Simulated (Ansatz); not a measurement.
An ordered 4-atom cell of KYSe2 on the rocksalt lattice (P4/mmm), relaxed with r2SCAN: 4 runs in the plane-wave code Ansatz, each a calculation of independent-particle optics. The symmetry is P4/mmm (No. 123, tetragonal); a = 4.320 Å, c = 5.868 Å in the conventional setting, 27.38 Å³ an atom. K has 6 Se at 2.93–3.05 Å; Se has 2 K at 2.93 Å and 4 Y at 3.05 Å; Y has 6 Se at 2.93–3.05 Å; Se has 2 Y at 2.93 Å and 4 K at 3.05 Å. The structure was generated, not taken from experiment, and needn't be the ground state; spin polarisation is off.

```xyz
4
Lattice="4.3197 0.0000 0.0000 0.0000 4.3197 0.0000 0.0000 0.0000 5.8683" Properties=species:S:1:pos:R:3 pbc="T T T"
K     0.0000    0.0000    0.0000
Se    0.0000    0.0000    2.9341
Y     2.1599    2.1599    2.9341
Se    2.1599    2.1599    0.0000
```

On meshes this coarse, single peaks can be features of the mesh. No local fields, no excitons; the zone sum runs over the cells of the mesh, and ε∞ includes the bands left out of the spectrum. Up to four peaks are listed, those above 15 % of the tallest and inside the complete range; the four can differ from row to row. Rows marked drawn have settings drawn at random (some not listed).

```json
{"functional": "PBE", "k mesh": "4×4×4", "broadening (eV)": "0.1", "scissors (eV)": "0.00", "range (eV)": "0–12", "settings": "chosen", "direct gap on the mesh before scissors (eV)": "0.19", "ε∞ xx": "7.37", "ε∞ yy": "7.37", "ε∞ zz": "9.73", "complete up to (eV)": "12.0", "tallest peaks of mean ε₂ (eV)": "2.25 2.50 3.85 5.85"}
{"functional": "r2SCAN", "k mesh": "4×4×4", "broadening (eV)": "0.1", "scissors (eV)": "0.00", "range (eV)": "0–12", "settings": "chosen", "direct gap on the mesh before scissors (eV)": "0.49", "ε∞ xx": "6.17", "ε∞ yy": "6.17", "ε∞ zz": "8.02", "complete up to (eV)": "12.0", "tallest peaks of mean ε₂ (eV)": "2.90 4.25 4.55 5.65"}
{"functional": "PBE", "k mesh": "4×4×4", "broadening (eV)": "0.1", "scissors (eV)": "0.65 (to HSE06)", "range (eV)": "0–12", "settings": "chosen", "direct gap on the mesh before scissors (eV)": "0.19", "ε∞ xx": "6.47", "ε∞ yy": "6.47", "ε∞ zz": "8.29", "complete up to (eV)": "12.0", "tallest peaks of mean ε₂ (eV)": "2.90 3.15 4.50 6.50"}
{"functional": "r2SCAN", "k mesh": "6×6×4", "broadening (eV)": "0.05", "scissors (eV)": "1.50", "range (eV)": "0–6", "settings": "drawn", "direct gap on the mesh before scissors (eV)": "0.49", "ε∞ xx": "4.99", "ε∞ yy": "4.99", "ε∞ zz": "6.12", "complete up to (eV)": "6.0", "tallest peaks of mean ε₂ (eV)": "4.40 5.45 5.75"}
```

The runs are scalar-relativistic, without spin-orbit coupling.
